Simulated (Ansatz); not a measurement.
Al2O3:
```cif
data_Al12O18
_chemical_formula_sum 'Al12 O18'
_space_group_name_H-M_alt 'R-3c :H'
_space_group_IT_number 167
_space_group_name_Hall '-R 3 2"c'
_cell_length_a 4.77334
_cell_length_b 4.77334
_cell_length_c 13.01258
_cell_angle_alpha 90.000
_cell_angle_beta 90.000
_cell_angle_gamma 120.000
loop_
_atom_site_label
_atom_site_type_symbol
_atom_site_symmetry_multiplicity
_atom_site_Wyckoff_symbol
_atom_site_fract_x
_atom_site_fract_y
_atom_site_fract_z
_atom_site_occupancy
Al1 Al 12 c 0.00000 0.00000 0.14794 1
O1 O 18 e 0.30583 0.30583 0.25000 1
```
(The calculation used a cell of 10 atoms; values per cell refer to that cell.)

Relaxed with PBEsol.

Q: Give the optical modes at the zone centre with their infrared activity from DFPT, PBEsol (plane waves, PAW; program Ansatz).

A: Transverse frequencies, without the LO–TO term; a row sums one degenerate level.

```csv
ω (cm⁻¹),degeneracy,IR ((D/Å)²/amu),activity,symmetry
298,1,0.00,IR-inactive,A2g
364,2,0.00,IR-inactive,Eg
377,2,2.90,IR,Eu
384,1,38.52,IR,A2u
406,1,0.00,IR-inactive,A1g
421,2,0.00,IR-inactive,Eg
426,2,37.94,IR,Eu
434,2,0.00,IR-inactive,Eg
515,1,0.00,IR-inactive,A2g
558,2,81.42,IR,Eu
563,2,0.00,IR-inactive,Eg
569,1,25.67,IR,A2u
590,1,0.00,IR-inactive,A1u
615,2,7.48,IR,Eu
626,1,0.00,IR-inactive,A1g
675,1,0.00,IR-inactive,A1u
731,2,0.00,IR-inactive,Eg
731,1,0.00,IR-inactive,A2g
```

Q: How high does the top mode go among those that the LO–TO term moves?

A: 879 cm⁻¹ for q along x, 879 cm⁻¹ for q along y, 851 cm⁻¹ for q along z.

The cell was relaxed with PBEsol under the symmetry of its start.

Potentials: the earlier of the program's two PAW sets. The files were generated under PBE; for other functionals the program regenerates the frozen cores, and for LDA and PBEsol the local potential too.
